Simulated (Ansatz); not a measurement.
A scan (energy over volume and axial ratio; atoms clamped) gave these values. All values below come from PBE (plane waves to 420 eV, PAW, scalar-relativistic; Ansatz, an electronic-structure program).

| Quantity | Result |
|---|---|
| Shear modulus C′ = (C11 − C12)/2 (fit, atoms clamped) | 92 GPa |

Problem. Of these crystals, all scanned alike, which one is it?
A. CsI (CsCl type)
B. Li₂O (anti-fluorite)
C. BeS (zinc blende)

Solution. B, Li₂O (anti-fluorite). The others have, for the shear modulus C′ = (C11 − C12)/2: CsI 8 GPa, BeS 48 GPa

All were relaxed with their symmetry unable to fall. Spin-orbit coupling is left out.

(A scan under strain: stresses follow from slopes of the energy per volume, elastic moduli from its curvatures.)
